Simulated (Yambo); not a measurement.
Yambo run on Ba₂OsH₆ (space group Fm-3m, No. 225). The wavefunctions are PBEsol (pw.x of Quantum ESPRESSO, ONCV potentials, no spin-orbit coupling) ones on a 2×2×2 mesh (21 occupied bands); a = 5.7222 Å, b = 5.7222 Å, c = 5.7222 Å, α = 60.00°, β = 60.00°, γ = 60.00°.

Yambo input:

```
rim_cut
gw0
dyson
el_el_corr
HF_and_locXC
mpa
em1d
RandQpts= 1000000
RandGvec= 1 Ry
EXXRLvcs= 74 Ry
VXCRLvcs= 296 Ry
Chimod= "HARTREE"
% BndsRnXm
 5 | 188 |
%
NGsBlkXm= 7 Ry
% LongDrXm
 1.0 | 1.0 | 1.0 |
%
EnSampXm= "2l"
EnGridXm= "lP"
% EnRngeXm
 0.0 | 40.0 | eV
%
% ImRngeXm
 2.72114 | 27.21138 | eV
%
% DmRngeXm
 0.02721 | 2.72114 | eV
%
ETStpsXm= 8
IntSolXm= "PT"
% GbndRnge
 1 | 188 |
%
GTermKind= "none"
DysSolver= "n"
ExtendOut
% QPkrange
 1 | 1 | 21 | 21 |
 3 | 3 | 21 | 22 |
%
```

k points by index: 1 = Γ, 3 = X.

Resulting energies as the program prints them:

```
#    K-point    Band    Eo [eV]    E [eV]    E-Eo [eV]    Vxc [eV]    Vnlxc [eV]    Sc|Eo [eV]    Sc|E [eV]    dSc/dw|Eo [eV]    Re(Z)    Im(Z)
#
    1    21    0.000000    -0.062404    -0.062404    -17.10440    -20.11664    2.928732    2.949840    -9.167930    0.747977    -0.003143
    3    21    -0.287479    -0.382972    -0.095493    -16.41983    -19.41533    2.867309    2.900006    -9.288667    0.745498    -0.003657
    3    22    1.851668    2.685750    0.834083    -11.28798    -6.973006    -3.278610    -3.480891    -6.596797    0.804868    -0.002430
```
(The two width columns are left out.) Convergence of these settings isn't established.

Geometry of the Materials Project entry, not relaxed at this level.

The structure is a Materials Project entry; no match was found in the copy of COD used, and its stability was not checked.
